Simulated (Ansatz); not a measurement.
Al$_{2}$O$_{3}$:
```cif
data_Al8O12
_chemical_formula_sum 'Al8 O12'
_space_group_name_H-M_alt 'Pbcn'
_space_group_IT_number 60
_space_group_name_Hall '-P 2n 2ab'
_cell_length_a 7.01808
_cell_length_b 4.79784
_cell_length_c 4.93881
_cell_angle_alpha 90.000
_cell_angle_beta 90.000
_cell_angle_gamma 90.000
loop_
_atom_site_label
_atom_site_type_symbol
_atom_site_symmetry_multiplicity
_atom_site_Wyckoff_symbol
_atom_site_fract_x
_atom_site_fract_y
_atom_site_fract_z
_atom_site_occupancy
Al1 Al 8 d 0.39074 0.25212 0.03100 1
O1 O 8 d 0.34592 0.10702 0.39805 1
O2 O 4 c 0.00000 0.04987 0.25000 1
```

Relaxed with r²SCAN. 

Problem. HSE06 on this cell (Ansatz, a quantum-chemistry and plane-wave program, PAW) gives a gap of 7.50 eV. What does r²SCAN give?

Solution. 6.56 eV.

Cost on shared cores: the r²SCAN run (SCF on a 4×6×6 mesh, then bands and DOS) about 5 core-minutes (a rough figure), the HSE06 run (SCF on 3×4×4, then a few points) roughly 8 core-minutes; the tasks are unlike.

The first step of the workflow began from a Materials Project structure, measured or hypothetical; the Crystallography Open Database copy checked does not list it. It is not the phase usual at ambient conditions (space group No. 167). Symmetry was held in the r²SCAN relaxation; its stability against distortions is not shown here.

Potentials: the later of the program's two PAW sets.

Ansatz is a plane-wave DFT program.
